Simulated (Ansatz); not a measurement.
LiF:
```yaml
crystal:
  lattice:
    - [3.27292, 0.00000, 0.00000]
    - [-1.63646, 2.83443, 0.00000]
    - [0.00000, 0.00000, 3.99124]
  atoms:
    - { symbol: Li, position: [0.33333, 0.66667, 0.25000] }
    - { symbol: Li, position: [0.66667, 0.33333, 0.75000] }
    - { symbol: F, position: [0.33333, 0.66667, 0.75000] }
    - { symbol: F, position: [0.66667, 0.33333, 0.25000] }
```

Relaxed with r²SCAN+D4. Special points in fractions of this cell's reciprocal vectors: Γ (0.000, 0.000, 0.000); M (0.500, 0.000, 0.000); K (0.333, 0.333, 0.000); A (0.000, 0.000, 0.500); L (0.500, 0.000, 0.500); H (0.333, 0.333, 0.500).

**Question.** List the band energies nearest the valence-band maximum at these points for DFT-r²SCAN+D4 in the program Ansatz with PAW potentials.

**Answer.** In eV from the valence-band maximum; about four levels below and three above (degenerate sets whole), none deeper than 8.9 eV; … stands for higher levels left out; points with the same levels are listed once.

| k | below | above |
|---|---|---|
| Γ | -1.29 -1.29 -0.50 -0.50 0.00 | 8.57 15.90 … |
| M | -1.81 -1.05 -0.90 -0.49 | 11.23 14.79 … |
| K | -1.34 -1.34 -1.15 -1.15 -0.79 | 11.85 … |
| A | -0.89 -0.89 -0.89 -0.89 | 11.16 11.16 … |
| L | -1.20 -1.20 -0.41 -0.41 | 11.87 11.87 … |
| H | -1.84 -1.84 -0.13 -0.13 | 13.06 13.06 … |

Space group P6_3/mmc. The start of the workflow was typed in or built on a structure type; neither database checked (COD, Materials Project) lists it. It is not the phase usual at ambient conditions (space group No. 225). The r²SCAN+D4 relaxation kept the symmetry of its start; its stability against distortions is not shown here. The volume moved by -42 % from the start of the relaxation.

Potentials: the later of the program's two PAW sets.
